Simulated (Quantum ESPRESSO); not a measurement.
Band energies of NaCoO₂

```
CELL_PARAMETERS angstrom
      1.44448     0.83397     5.11568
     -1.44448     0.83397     5.11568
      0.00000    -1.66794     5.11568
ATOMIC_POSITIONS crystal
  O  0.22899 0.22899 0.22899
  O  0.77101 0.77101 0.77101
  Na 0.00000 0.00000 0.00000
  Co 0.50000 0.50000 0.50000
```

PBEsol (Quantum ESPRESSO, PseudoDojo norm-conserving, 96 Ry, no spin-orbit coupling); path ΓLB1,BZΓX,QFP1Z,LP; energies in eV from the valence-band maximum.

```csv
k (1/Å),point,band 15,band 16,band 17,band 18,band 19,band 20,band 21,band 22
0.00,Γ,-2.46,-2.46,-1.25,-1.25,-0.17,1.89,1.89,3.61
0.42,,-3.13,-2.47,-0.96,-0.72,-0.12,1.24,1.73,4.70
0.85,,-3.81,-3.03,-0.95,-0.55,-0.24,0.99,1.70,6.71
1.27,L,-3.97,-3.75,-1.09,-0.70,-0.41,1.30,1.79,8.37
1.73,,-4.36,-3.99,-0.97,-0.50,-0.27,1.29,1.33,8.56
2.07,B1,-4.31,-4.05,-1.03,-0.37,-0.30,1.24,1.31,8.41
2.07,B,-4.31,-4.05,-1.03,-0.37,-0.30,1.24,1.31,8.41
2.18,,-4.34,-3.82,-1.00,-0.46,-0.27,1.26,1.32,8.06
2.60,,-4.38,-2.92,-0.80,-0.41,-0.41,1.02,1.40,6.71
3.02,,-3.35,-3.07,-0.92,-0.79,-0.01,1.18,1.72,5.81
3.45,Z,-2.52,-2.52,-1.25,-1.25,-0.07,1.94,1.94,5.31
3.94,,-2.46,-2.46,-1.25,-1.25,-0.16,1.90,1.90,3.74
4.06,Γ,-2.46,-2.46,-1.25,-1.25,-0.17,1.89,1.89,3.61
4.46,,-3.21,-2.43,-0.92,-0.77,-0.14,1.38,1.67,4.56
4.86,,-4.23,-2.83,-0.78,-0.35,-0.30,1.23,1.24,6.34
5.25,,-4.56,-3.82,-0.90,-0.52,-0.21,1.17,1.36,8.10
5.55,X,-4.30,-4.13,-1.03,-0.35,-0.31,1.24,1.30,8.52
5.55,Q,-4.30,-4.13,-1.03,-0.35,-0.31,1.24,1.30,8.52
6.01,,-4.21,-3.48,-1.10,-0.66,-0.39,1.40,1.64,7.26
6.24,F,-3.96,-3.42,-1.22,-0.70,-0.42,1.42,1.80,6.98
6.24,P1,-3.96,-3.47,-1.18,-0.70,-0.42,1.36,1.80,7.18
6.41,,-3.92,-3.27,-1.13,-0.64,-0.38,1.19,1.76,6.89
6.75,,-3.63,-2.83,-1.03,-0.53,-0.16,0.85,1.68,6.25
7.09,,-3.32,-3.00,-1.05,-0.84,0.00,1.35,1.81,5.67
7.43,Z,-2.52,-2.52,-1.25,-1.25,-0.07,1.94,1.94,5.31
7.43,L,-3.97,-3.75,-1.09,-0.70,-0.41,1.30,1.79,8.37
7.84,P,-3.96,-3.47,-1.18,-0.70,-0.42,1.36,1.80,7.18
```

The PBEsol gap is 0.75 eV; at least one edge lies off the plotted path, at a point of the SCF mesh. The smallest direct gap is 0.82 eV. Another valence extremum on the path lies within 0.02 eV, too close to call.

The 3d shell has no Hubbard U; the runs are without spin polarisation, and magnetic order was not tried.

Geometry relaxed with PBEsol.

The structure is a Materials Project entry; no match was found in the copy of COD used, and its stability was not checked.
